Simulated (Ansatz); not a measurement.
Ge₂Sb₂Te₅ (Ge2Sb2Te5-Kooi type, space group P-3m1)

```yaml
crystal:
  lattice:
    - [4.29328, 0.00000, 0.00000]
    - [-2.14664, 3.71809, 0.00000]
    - [0.00000, 0.00000, 17.63419]
  atoms:
    - { symbol: Te, position: [0.00000, 0.00000, 0.00000] }
    - { symbol: Ge, position: [0.66667, 0.33333, 0.09824] }
    - { symbol: Ge, position: [0.33333, 0.66667, 0.90176] }
    - { symbol: Te, position: [0.33333, 0.66667, 0.19409] }
    - { symbol: Te, position: [0.66667, 0.33333, 0.80591] }
    - { symbol: Sb, position: [0.00000, 0.00000, 0.30944] }
    - { symbol: Sb, position: [0.00000, 0.00000, 0.69056] }
    - { symbol: Te, position: [0.66667, 0.33333, 0.40641] }
    - { symbol: Te, position: [0.33333, 0.66667, 0.59359] }
```

This relaxed cell (volume V₀) is scaled evenly in all directions, its shape held. The atoms relax within the cell's symmetry.

The numbers are results of PBE (plane waves to 420 eV, PAW, scalar-relativistic; Ansatz, a first-principles code), not measurements. k mesh 9×9×2 (Γ-centred), Fermi-Dirac smearing 0.05 eV. E stands for the smeared free energy. Ge2Sb2Te5 was relaxed with its symmetry unable to fall. Spin-orbit coupling is left out, though Sb and Te are heavy. ΔE is measured from the relaxed starting cell.

**Question.** What ΔE (meV/atom) does the calculation give at V/V₀ = 0.867, 0.893, 0.973, 1.027, 1.053, 1.080?

**Answer.** 
| V/V₀ | ΔE (meV/atom) |
|---|---|
| 0.867 | 69 |
| 0.893 | 40 |
| 0.973 | 2 |
| 1.027 | 2 |
| 1.053 | 6 |
| 1.080 | 12 |

(Under strain, the slope of the energy per volume gives the stress and its curvature an elastic modulus.)
